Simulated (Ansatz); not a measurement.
BP (zinc blende)

```
BP
1.0
    0.00000     4.54829     4.54829
    2.27414     2.27414     4.54829
    2.27414     2.27414     0.00000
P B
2 2
Direct
  0.00000   0.75000   0.75000
  0.50000   0.75000   0.75000
  0.00000   0.00000   0.00000
  0.50000   0.00000   0.00000
```

The atoms are displaced by Q × the pattern below (from a DFPT mode at X = (0.5, 0.5, 0.0), largest move 1; Q in Å), at fixed cell. (q is in reciprocal vectors of the primitive cell; the cell shown is doubled to hold the pattern.)

```
atom      x      y       z
----  -----  -----  ------
P1    0.000  0.000   1.000
P2    0.000  0.000  -1.000
```

Atoms not listed stay in place.

Method: PBE (plane waves to 420 eV, PAW, scalar-relativistic; Ansatz, a quantum-chemistry and plane-wave program). k mesh 12×12×12 (Γ-centred), Fermi-Dirac smearing 0.05 eV. E stands for the smeared free energy. BP was relaxed with its symmetry unable to fall. The PAW data are Ansatz's earlier set. ΔE is measured from the undisplaced structure.

```
Q (Å)   ΔE (meV/cell)
------  -------------
-0.180       withheld
-0.150            699
-0.120            449
-0.090            253
-0.060            113
-0.030             28
0.000               0
0.030              28
0.060             113
0.090             253
0.120             449
0.150             699
0.180        withheld
```

Q: Fit an even polynomial form (powers 2, 4) to the given rows and predict ΔE at Q = 0.180.

A: Least squares on the 11 given rows: ΔE = (31370)·Q² + (-13280)·Q⁴, in meV/cell with Q in Å; root-mean-square residual 0.2 meV/cell. At 0.180 the fit gives 1002 meV/cell; the calculation gives 1001 meV/cell, so the extrapolation is off by 1 (+0.1 %). The quadratic term alone would give 1016 meV/cell.

(A displaced cell: forces are minus the slopes of the energy, force constants its curvatures, and phonons follow from these.)
